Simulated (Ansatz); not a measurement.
System: Ir (fcc type), 1 atom in the cell.

```
Ir
1.0
     0.00000    1.93540    1.93540
     1.93540    0.00000    1.93540
     1.93540    1.93540    0.00000
Ir
1
Cartesian
  0.0000 0.0000 0.0000
```

Code and potentials: Ansatz PAW hard set, 700 eV. Settings of the plain PBE run: k-mesh 4×4×4 Γ-centred; Fermi–Dirac smearing of 0.15 eV; no spin polarisation; no spin–orbit coupling.

Plain PBE gives:

```json
{
  "Pressure": "-9.13 GPa"
}
```

Question: What changes under PBE with spin–orbit coupling?

Answer: The pressure rises by 0.38 GPa to -8.75 GPa.

The stress includes the program's correction for the finite plane-wave basis.

The k-mesh is coarse, so these values belong to this mesh and can lie far from the converged ones.
